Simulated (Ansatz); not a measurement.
**²³Na nuclear quadrupole resonance in NaSb3O8**

Cell: a Materials Project structure (computed, not necessarily an observed phase).

Space group P2_1/c (No. 14); a = 5.6843, b = 4.7996, c = 10.5113 Å, β = 97.38°.

| site | Wyckoff | site symmetry | x | y | z |
| --- | --- | --- | --- | --- | --- |
| Na | 2a | -1 | 0.0000 | 0.5000 | 0.5000 |
| Sb3 | 2d | -1 | 0.5000 | 0.0000 | 0.5000 |
| Sb4 | 4e | 1 | 0.7588 | 0.5209 | 0.7499 |
| O9 | 4e | 1 | 0.7030 | 0.7078 | 0.5846 |
| O10 | 4e | 1 | 0.2342 | 0.8504 | 0.5799 |
| O11 | 4e | 1 | 0.5178 | 0.2227 | 0.6732 |
| O12 | 4e | 1 | 0.0016 | 0.2943 | 0.6855 |

One atom of each set is listed.

Computed with Ansatz: DFT, PBE, plane waves and PAW, scalar-relativistic, 420 eV cutoff, Γ-centred 4×5×3 k-points, Fermi–Dirac smearing 0.02 eV.

²³Na: I = 3/2, Q = 104.0 mb (year-2017 value). Static lattice, zero field.

Question: Predict the zero-field ²³Na lines of each site.

Answer: For I = 3/2 there is one line, ν = (|C_Q|/2)(1 + η²/3)^½.

```tsv
site	atoms	V_zz (10²¹ V/m²)	C_Q (MHz)	η	line frequencies (MHz)
Na	2	-0.71	-1.78	0.89	0.999
```

At this cell the PBE pressure is 8 GPa, so with PBE the cell would grow if it were relaxed. The entry's cell may itself be off. The largest force is 0.4 eV/Å, so the atoms aren't at the calculated equilibrium and relaxing them would move these values.
